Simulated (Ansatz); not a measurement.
Notes on Sr₂Cr₃S₂O₂

```
CELL_PARAMETERS angstrom
0.00000 3.94259 0.00000
3.94259 0.00000 0.00000
1.97130 1.97130 -9.16124
ATOMIC_POSITIONS crystal
Sr 0.59210 0.59210 0.81580
Sr 0.40790 0.40790 0.18420
Cr 0.00000 0.00000 0.00000
S 0.17100 0.17100 0.65800
S 0.82900 0.82900 0.34200
Cr 0.25000 0.75000 0.50000
Cr 0.75000 0.25000 0.50000
O 0.00000 0.50000 0.00000
O 0.50000 0.00000 0.00000
```

The numbers come from plane-wave PAW DFT (Ansatz): PBE, with U_eff = 5.32 eV on Cr d, V = 0.82 eV between Cr d and O p within 2.366 Å (all-electron-ortho-atomic projectors), collinear spin, 420 eV, 5×5×5 Γ-centred k points, fermi-dirac occupations (width 0.0469 eV). Nothing was relaxed.

Magnetic state (reached from a saved solution, and it need not be the lowest): Cr3 up, Cr6 up, Cr7 down.

Question: Which atom feels the largest force, and which way?

Answer: The largest is on S4 (and as large on other atoms): 1.55 eV/Å, components (0.00, 0.00, -1.55). It makes 126° with the line to a nearest neighbour, Cr6 at 2.45 Å.

Question: Give the spin moments.

Answer: Cr3 +2.92, Cr6 +3.79, Cr7 -3.77 μB of spin moment in small spheres round the atoms, which read low; net size 4.00 μB a cell.

Question: Which orbitals make up the band edges?

Answer: Within 0.7 eV of the edges, the states project mainly on Cr d (49 %), S p (25 %) and O p (21 %) below the gap and on Cr s (28 %), S s (21 %) and Sr s (17 %) above it.

Question: Is the cell too large or too small?

Answer: The pressure is 13.8 GPa (compression positive), so with the atoms held at these fractions the cell would first expand; the forces are large, so a full relaxation may end otherwise. The principal stresses 9.9, 15.7, 15.7 GPa differ, so its shape would change too.

Question: What do density and ELF say about some of the short contacts?

Answer: Cr–O at 1.97 Å: least valence density 0.59 e/Å³ and ELF 0.10 there. S–Cr at 2.45 Å: least valence density 0.38 e/Å³ and ELF 0.16 there. Sr–O at 2.59 Å: least valence density 0.22 e/Å³ and ELF 0.10 there, a closed-shell (ionic or weak) contact. Both are smooth PAW fields, read partly inside the augmentation spheres.

Question: What is the band gap?

Answer: The gap is 1.55 eV, indirect or between spins (the least direct gap found is 1.57 eV).

Origin: a known structure type with other elements, at an estimated volume, so it need not be a known compound. Caveats: atoms or cell far from equilibrium.
